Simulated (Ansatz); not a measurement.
GaP (zinc blende)

```xyz
2
Lattice="0.0000 2.7532 2.7532 2.7532 0.0000 2.7532 2.7532 2.7532 0.0000" Properties=species:S:1:pos:R:3 pbc="T T T"
P      4.1298     4.1298     4.1298
Ga     0.0000     0.0000     0.0000
```

E(V) scan at fixed shape, V₀ the volume above. Symmetry pins the atoms to their sites.

Computed with PBE (plane waves to 420 eV, PAW, scalar-relativistic; Ansatz, a program for electronic structure). k mesh 10×10×10 (Γ-centred), Fermi-Dirac smearing 0.05 eV. Energies are smeared free energies. Compression counts positive. GaP was relaxed with its symmetry unable to fall. The PAW data are Ansatz's earlier set. The zero of ΔE is the relaxed starting cell.

Question: Give the computed ΔE (meV/atom) and P (GPa) at V/V₀ = 0.955, 0.970, 1.015, 1.030, 1.045.

Answer: 
```csv
V/V₀,ΔE (meV/atom),P (GPa)
0.955,11.1,3.93
0.970,4.8,2.51
1.015,1.1,-1.10
1.030,4.2,-2.12
1.045,9.3,-3.05
```

(A scan under strain: stresses follow from slopes of the energy per volume, elastic moduli from its curvatures.)
